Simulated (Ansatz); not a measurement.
**All-electron DFT: Bi2O**

Cell: artificial Bi2O built from the fluorite structure and then distorted, expanded.

Method: DFT, PBE, all-electron full-potential LAPW, scalar-relativistic valence, Dirac core shells, point nucleus in Ansatz. Occupations are Fermi–Dirac at 0.15 eV on a coarse k-mesh, 2×2×2 (half-step shift); the results hold for that mesh. For a metal, stress, forces and moments on so few k-points can be far from the converged ones. On this fcc-type cell the shift lowers the mesh's symmetry. The run is spin-unpolarised. Holes or spare electrons on the non-metal atoms can carry spin, which this run forbids. Atoms are numbered as listed.

Lattice vectors (Å):
```
-3.4451  0.1674  3.7746
-0.1016  3.5524  3.8404
-3.5203  3.5619  0.0922
```

```
atom       x       y  z (fractional)
  O1  0.2359  0.1195          0.8899
 Bi2  0.5195  0.3510          0.1121
 Bi3  0.0213  0.8348          0.6289
```

What forces and pressure does this calculation give?


```json
{"atom": "O1", "Fx (eV/Å)": "0.325", "Fy (eV/Å)": "0.619", "Fz (eV/Å)": "-0.048"}
{"atom": "Bi2", "Fx (eV/Å)": "-0.362", "Fy (eV/Å)": "-0.179", "Fz (eV/Å)": "0.576"}
{"atom": "Bi3", "Fx (eV/Å)": "0.037", "Fy (eV/Å)": "-0.439", "Fz (eV/Å)": "-0.528"}
```

Stress tensor (GPa, compression positive):
```
-10.42  -0.36   0.82
 -0.36 -10.59  -0.65
  0.82  -0.65  -5.45
```

```yaml
Pressure: -8.82 GPa
Largest_force: 0.704 eV/Å
```
